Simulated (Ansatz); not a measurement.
F2 on the (100) surface of Si$_{3}$N$_{4}$, space group P6_3/m (No. 176), its top face closed with F (H on the anions), its bottom face closed with F (H on the anions) (top face towards +c; held atoms: 1, 2, 3, 4, 5, 6, 7, 8, 9, 10, 11, 12, 13, 14), one molecule per 44.4 Å². Starting structure (upright, lowest atom F over a hollow over H site; the molecule's atoms stand last):

```
CELL_PARAMETERS angstrom
5.82262 0.00000 0.00000
0.00000 7.61924 0.00000
0.00000 0.00000 27.99866
ATOMIC_POSITIONS crystal
Si 0.37500 0.52904 0.34327
Si 0.87500 0.52904 0.34327
N 0.12500 0.00000 0.36046
N 0.62500 0.00000 0.36046
N 0.12500 0.63509 0.36126
N 0.62500 0.63509 0.36126
N 0.37500 0.32009 0.36830
N 0.87500 0.32009 0.36830
Si 0.12500 0.20984 0.38430
Si 0.62500 0.20984 0.38430
Si 0.12500 0.81920 0.39799
Si 0.62500 0.81920 0.39799
N 0.37500 0.81500 0.43197
N 0.87500 0.81500 0.43197
N 0.12500 0.18540 0.44592
N 0.62500 0.18540 0.44592
Si 0.37500 0.17637 0.48011
Si 0.87500 0.17637 0.48011
Si 0.37500 0.78458 0.49368
Si 0.87500 0.78458 0.49368
N 0.12500 0.67337 0.51009
N 0.62500 0.67337 0.51009
N 0.37500 0.35754 0.51836
N 0.87500 0.35754 0.51836
N 0.37500 0.99383 0.51587
N 0.87500 0.99383 0.51587
Si 0.12500 0.46492 0.53416
Si 0.62500 0.46492 0.53416
F 0.37500 0.51075 0.28630
F 0.87500 0.51075 0.28630
H 0.12500 0.98131 0.32462
H 0.62500 0.98131 0.32462
H 0.37500 0.01320 0.55175
H 0.87500 0.01320 0.55175
F 0.12500 0.48610 0.59117
F 0.62500 0.48610 0.59117
F 0.37500 0.01320 0.63510
F 0.37500 0.01320 0.68564
```

Computed with DFT PBE+D3(BJ), scalar-relativistic, plane waves, PAW in Ansatz. Settings: cutoff 420 eV, Γ-centred mesh 3×2×1 on the computed 38-atom cell, Gaussian smearing of 0.05 eV; no spin polarisation. A dipole correction removes the field between periodic images along c.

E_ads is per molecule, from the clean relaxed slab and the free relaxed molecule; negative means bound; no zero-point or thermal terms, forces under 0.04 eV/Å, and the free molecule is spin-polarised where open-shell. Heights count from the highest slab atom.

(1) How strongly does it adsorb?

(2) Does the molecule survive, and how close does it come to the surface?

(3) How does the dipole along +c change?

Each end is the local minimum that its start leads to.

Results:

(1) -0.19 eV.

(2) It stays whole. Its lowest atom lies 0.78 Å over the highest slab atom; shortest contacts F–H 1.97 Å.

(3) The dipole changes by -0.309 e·Å a cell.